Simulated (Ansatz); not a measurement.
Input file for Ansatz (a program for electronic structure):

Ansatz 0.2 input:
```yaml
crystal:
  lattice:
    - [-3.2447269327, 3.2447269327, 2.8313853523]
    - [3.2447269327, -3.2447269327, 2.8313853523]
    - [3.2447269327, 3.2447269327, -2.8313853523]
  atoms:
    - { symbol: Rh, position: [0.25, 0.25, 0.0] }
    - { symbol: Rh, position: [0.75, 0.75, 0.0] }
    - { symbol: Zr, position: [0.6673537422, 0.1673537422, 0.8347074844] }
    - { symbol: Zr, position: [0.1673537422, 0.3326462578, 0.5] }
    - { symbol: Zr, position: [0.3326462578, 0.8326462578, 0.1652925156] }
    - { symbol: Zr, position: [0.8326462578, 0.6673537422, 0.5] }
kpoints:
  mp_grid: { grid: [10, 10, 10] }
hamiltonian:
  xc: r2scan
  pseudopotentials: { kind: paw }
scf:
  occupations: { method: gaussian, width: 0.1 }
checkpoint: { read: metal.run }
output: { write_density: true, elf: true, volumetric_format: npy }
basis: { fft_grid_basis: typed }
```

Output (shortened):

```
Pseudopotential: Rh, paw, valence charge 17
Pseudopotential: Zr, paw, valence charge 12
Functional definition: r2SCAN
Crystal: 6 atoms, lattice volume = 119.238 Å³
Basis set: ecut = 500 eV, 3031 PW (Γ), exchange–correlation on 160×160×160 points (64 copies of the dense FFT grid, shifted against one another)
Bands: 50, of which v1, the nominal top of the filled ones, is band 41 counted from 1 (40 counted from 0)
Symmetry: 16 space group operations
Space group: I4/mcm (ITA 140), of the structure as read, at distance tolerance 4.9e-5 Å
k-points: 102 of 1000
Stability of the state it starts from, as read at its close in the unpolarized treatment …
iter 1 solved again at ethr=3.16e-7 eV; its pass at ethr=3.10e-3 eV (dr2=2.59e-4 eV) is discarded
SCF iter   1: F=—  HF=-29614.217153 eV  |F-HF|=—  |Δ(HF+E_count)|=         —  Δρ=7.58e-7  dr2=2.87e-10  dr2_τ=3.94e-10  ethr=3.16e-7  ⟨swp⟩=3.0  Hψ=27637  notcnv=0
preconditioner: auto → Kerker (q_TF=auto, 2.563 Å⁻¹)
SCF iter   2: F=—  HF=-29614.217153 eV  |F-HF|=—  |Δ(HF+E_count)|=   4.17e-7  Δρ=3.82e-7  dr2=8.49e-11  dr2_τ=3.30e-10  ethr=1.00e-12  ⟨swp⟩=7.6  Hψ=21216  notcnv=0
SCF iter   3: F=-29614.217153 eV  HF=-29614.217153 eV  |F-HF|=7.28e-12  |Δ(HF+E_count)|=  3.27e-11  Δρ=2.27e-7  dr2=1.90e-11  dr2_τ=3.95e-11  ethr=1.00e-12  ⟨swp⟩=1.0  Hψ=10692  notcnv=0
SCF 1 converged in 3 iterations: F = -29614.217153 eV  dr2 = 1.90e-11
SCF converged after 3 iterations
Free energy (F): -29614.217153 eV
Harris-Foulkes:  -29614.217153 eV  (|F-HF|=7.28e-12)
Internal energy: -29614.177655 eV  (E = F + TS)
E sigma→0 (E₀):  -29614.197404 eV
Entropy (-TS):   -0.039498 eV (-6.583 meV/atom)
Fermi energy:    16.002289 eV
--- Per-component energies (eV) ---
  E_band       = -743.766619
  E_kinetic    = 2476.686165
  E_local      = -7005.585417  (includes V_loc(G=0)·N_el)
  E_nonlocal   = 1028.096202
  E_hartree    = 2506.065798
  E_xc         = -1056.976038
  E_vxc        = -1474.947466  (∫ρ·V_xc dr)
  E_paw        = -19092.167395  (= ΣΔE_a)
  E_vpaw       = -873.545045  (= ΣTr[D̂ρ^β])
  E_aug_tail   = 0.001255  (compensation charges beyond the density's cutoff)
  E_vtau       = 93.395922  (kinetic-family band-sum trace: ∫τ·v_τ [+ j·A + Jᵃ·Aᵃ] dr)
  E_ewald      = -8468.899340
  E_core_change = -1.398885  (= ΣΔE_core)
  E_smearing   = -0.039498  (= −TS)
  E_closure    = 0.000000  (closes the sum)
  Σ components = -29614.217153   (vs F -29614.217153, Δ=0.00e0)
  [band-id]    e_kinetic+e_local+e_nonlocal+2·e_hartree+e_vxc+e_vpaw+e_augmentation_tail+e_vtau = -743.766788   (vs E_band -743.766619, Δ=-1.69e-4)
--- Band table (eV; the first three rows and the last of 102) ---
  k-point 0: bands = ["-64.7577", "-64.7356", "-34.4636", "-34.3908", "-34.3400", "-34.3400", "-31.9864", "-31.8738", "-31.8738", "-31.8481", "-31.8481", "-31.7301", "-12.0742", "-11.9009", "-11.9009", "-11.8920", "-11.8537", "-11.8537", "-11.7643", …
  k-point 1: bands = ["-64.7577", "-64.7356", "-34.4619", "-34.3917", "-34.3421", "-34.3403", "-31.9856", "-31.8740", "-31.8719", "-31.8481", "-31.8480", "-31.7301", "-12.0662", "-11.9304", "-11.9101", "-11.9028", "-11.8518", "-11.8086", "-11.7573", …
  k-point 2: bands = ["-64.7577", "-64.7356", "-34.4575", "-34.3936", "-34.3483", "-34.3414", "-31.9835", "-31.8745", "-31.8670", "-31.8482", "-31.8476", "-31.7300", "-12.0425", "-11.9676", "-11.9314", "-11.9077", "-11.8444", "-11.7571", "-11.7398", …
  k-point 101: bands = ["-64.7576", "-64.7356", "-34.4009", "-34.4009", "-34.4001", "-34.3696", "-31.9700", "-31.8561", "-31.8561", "-31.8467", "-31.8467", "-31.7298", "-12.1103", "-12.0810", "-11.9464", "-11.8156", "-11.8053", "-11.8053", "-11.7390", …
```

Cost: very roughly 50 core-seconds on shared cores.

The workflow started from an entry of the Crystallography Open Database (COD). Whether it is the stable phase at ambient conditions was not checked. The cell was relaxed with r²SCAN under the symmetry of its start; whether a distortion lowers the energy is not shown. The run is not spin-polarised. Spin–orbit coupling is left out wherever it is not named.

Potentials: the later of the program's two PAW sets.

Ansatz is a plane-wave DFT program.
